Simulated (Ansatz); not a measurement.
The relaxed structure here is a generated cell of Ti3Al: the first start was made by a random draw of sites in a space group, and the end was not matched to a known phase here, so it may be hypothetical. Known forms of Ti3Al include space group No. 194.

A relaxed structure of Ti$_{3}$Al. Calculation: r2SCAN (plane waves to 500 eV, PAW, scalar-relativistic; Ansatz, a first-principles code).

```cif
data_AlTi3
_chemical_formula_sum 'Al1 Ti3'
_space_group_name_H-M_alt 'P 1'
_space_group_IT_number 1
_cell_length_a 4.52575
_cell_length_b 4.52575
_cell_length_c 4.83714
_cell_angle_alpha 90.000
_cell_angle_beta 90.000
_cell_angle_gamma 120.000
loop_
_space_group_symop_operation_xyz
  'x, y, z'
loop_
_atom_site_label
_atom_site_type_symbol
_atom_site_fract_x
_atom_site_fract_y
_atom_site_fract_z
_atom_site_occupancy
Al1 Al 0.00000 0.00000 0.00000 1
Ti1 Ti 0.00000 0.00000 0.50000 1
Ti2 Ti 0.33333 0.66667 0.00000 1
Ti3 Ti 0.66667 0.33333 0.00000 1
```

### Question
Find the space group and the Wyckoff positions (tolerance 0.01 Å).

### Answer
Space group P6/mmm (No. 191); a = b = 4.5257 Å, c = 4.8371 Å, α = β = 90.00°, γ = 120.00°

```tsv
atom	site	symmetry	x	y	z
Al	1a	6/mmm	0.0000	0.0000	0.0000
Ti	1b	6/mmm	0.0000	0.0000	0.5000
Ti	2c	-6m2	0.3333	0.6667	0.0000
```

This is the AFLOW prototype A3B_hP4_191_bc_a (as in Li3N).

### Question
Give the shortest distances between elements (the closest pairs, up to four, under 3.6 Å).

### Answer
Al–Ti 2.42 Å; Ti–Ti 2.61 Å.

```json
{
 "volume_per_atom": "21.45 Å³",
 "density": "3.30 g/cm³",
 "band_gap": "zero (metallic)"
}
```

No spin polarisation in the result.

The run could not lose the symmetry of its start, so the end can be a saddle point.

All atoms sit on sites fixed by symmetry, so only the cell could relax.
